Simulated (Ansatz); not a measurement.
Method: r2SCAN, no spin polarisation; PAW, plane waves to 500 eV, 9×5×10 Γ-centred mesh, fermi-dirac occupations (width 0.0721 eV) (Ansatz 0.2.0), atoms fixed.

Computed maps in the lattice plane spanned by a (left to right, 3.74 Å, 11 points from zero) and c (bottom to top, 3.29 Å, 10 points from zero), 90° apart, at height 0.097 along b. The fields are smooth PAW ones with compensation charges, not the true ones near nuclei.

Valence density. Digits on a logarithmic scale: 0 up to 0.03 e/Å³, each further digit a factor of 1.6, 9 from 1.3 e/Å³ up:
```
44333333334
66445555446
99667887669
99979999799
99989999899
99979999799
99667887669
66445555446
44333333334
44322222234
```

Question: The cell is CrClO. Which atoms lie within 0.2 Å of this plane, and where (fractions of a and c)?

Answer: Cr at (0.00, 0.50), O at (0.50, 0.50). The whole cell:
```yaml
crystal:
  lattice:
    - [3.74150, 0.00000, 0.00000]
    - [0.00000, 7.93197, 0.00000]
    - [0.00000, 0.00000, 3.29252]
  atoms:
    - { symbol: Cr, position: [0.00000, 0.09700, 0.50000] }
    - { symbol: Cr, position: [0.50000, 0.90300, 0.00000] }
    - { symbol: O, position: [0.00000, 0.91700, 0.00000] }
    - { symbol: O, position: [0.50000, 0.08300, 0.50000] }
    - { symbol: Cl, position: [0.00000, 0.30500, 0.00000] }
    - { symbol: Cl, position: [0.50000, 0.69500, 0.50000] }
```

Origin: a known structure type with other elements, at an estimated volume, so it need not be a known compound. Caveats: no spin polarisation, so a magnetic state may lie lower.
